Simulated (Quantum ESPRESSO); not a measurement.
## Kohn-Sham bands of RbCl (rock salt)

```yaml
crystal:
  lattice:
    - [0.00000, 3.30870, 3.30870]
    - [3.30870, 0.00000, 3.30870]
    - [3.30870, 3.30870, 0.00000]
  atoms:
    - { symbol: Rb, position: [0.00000, 0.00000, 0.00000] }
    - { symbol: Cl, position: [0.50000, 0.50000, 0.50000] }
```

Materials Project entry mp-23295; symmetrised, unrelaxed at this level. COD (Crystallography Open Database) has the formula in 2 space groups, this one among them (matched by group alone). Method: PBEsol plane waves in Quantum ESPRESSO 7.5 (PseudoDojo norm-conserving files, 47 Ry, spinors with spin-orbit coupling), Bloch states on a 8×8×8 mesh through Γ, Wannier90 4.0.1. Density: 8×8×8 mesh, cold smearing 0.01 Ry.

Task: List the Kohn-Sham levels between −8 and 7.8 eV relative to the valence-band maximum at the high-symmetry points, as a band run of pw.x on that density gives them (levels within 2 meV counted together).

Result: 
```
point  k (reciprocal lattice)                                                                       levels (eV)
-----  ----------------------  --------------------------------------------------------------------------------
Γ           0.000 0.000 0.000                                      -7.73 (×4), -0.13 (×2), 0.00 (×4), 4.75 (×2)
X           0.500 0.000 0.500             -7.94 (×2), -7.84 (×2), -0.38 (×2), -0.20 (×2), -0.10 (×2), 6.06 (×2)
U           0.625 0.250 0.625             -7.90 (×2), -7.80 (×2), -0.46 (×2), -0.33 (×2), -0.25 (×2), 6.78 (×2)
K           0.375 0.375 0.750             -7.90 (×2), -7.80 (×2), -0.46 (×2), -0.33 (×2), -0.25 (×2), 6.78 (×2)
L           0.500 0.500 0.500             -7.74 (×2), -7.73 (×2), -0.91 (×2), -0.41 (×2), -0.34 (×2), 7.49 (×2)
W           0.500 0.250 0.750  -7.92 (×2), -7.78 (×2), -0.50 (×2), -0.29 (×2), -0.27 (×2), 7.48 (×2), 7.49 (×2)
```
